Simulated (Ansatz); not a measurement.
BaHfO3 (cubic perovskite, space group No. 221) at seven volumes, plane-wave PAW LDA (Ansatz code), scaled uniformly. One row is withheld.

| V (Å³/atom) | P (GPa) |
|---|---|
| 12.740 | 21.19 |
| 13.160 | 12.95 |
| 13.580 | 5.94 |
| 14.000 | -0.01 |
| 14.420 | -5.07 |
| 14.840 | -9.36 |
| 15.260 | ? |

Q: Fit the shown pressures and predict the withheld one.

A: P = (3/2)B₀(x^(7/2) − x^(5/2))[1 + (3/4)(B′ − 4)(x − 1)] with x = (V₀/V)^(2/3). Least squares on the six rows gives V₀ = 14.000 Å³/atom, B₀ = 183 GPa, B′ = 4.40. At V = 15.260, x = 0.9442 and P = -13.05 GPa. The run itself gave -13.00 GPa.

Space group Pm-3m (cubic perovskite). The LDA relaxation kept the symmetry of its start; phonons on a q-mesh show weakly imaginary modes. The run is not spin-polarised. Scalar-relativistic: spin–orbit coupling is off unless named, which matters more the heavier the elements.

Potentials: the later of the program's two PAW sets.
